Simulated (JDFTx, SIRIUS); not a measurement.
## One calculation of C, 3 ways

```xyz
2
Lattice="0.0000 1.7834 1.7834 1.7834 0.0000 1.7834 1.7834 1.7834 0.0000" Properties=species:S:1:pos:R:3 pbc="T T T"
C     2.6751    2.6751    2.6751
C     1.7834    1.7834    1.7834
```

Alike in all runs: task single point; functional PBEsol; k mesh 13 × 13 × 13; occupations fermi-dirac, width 0.05 eV; no spin polarisation; no spin-orbit coupling. Pressure is positive in compression and, in plane waves, holds the error of the finite cutoff.

```
                                     program and potentials  plane-wave cutoff (eV)                    notes  pressure (GPa)
SIRIUS, PseudoDojo 0.4.1 PBE standard (scalar relativistic)                    1127  potentials made for PBE           -3.80
                    JDFTx, SG15-PBE-1.2 with smoothed tails                    1361  potentials made for PBE           -2.86
                 JDFTx, PseudoDojo-SR-PBEsol-0.4.1-standard                    1116                        -           -3.34
```

The pressure spans -3.80 (SIRIUS, PseudoDojo 0.4.1 PBE standard (scalar relativistic)) to -2.86 GPa (JDFTx, SG15-PBE-1.2 with smoothed tails).

Differences between rows come from potentials, basis sets and numerical settings, since the functional is the same but for its coding. Runs on potential files found faulty are left out.
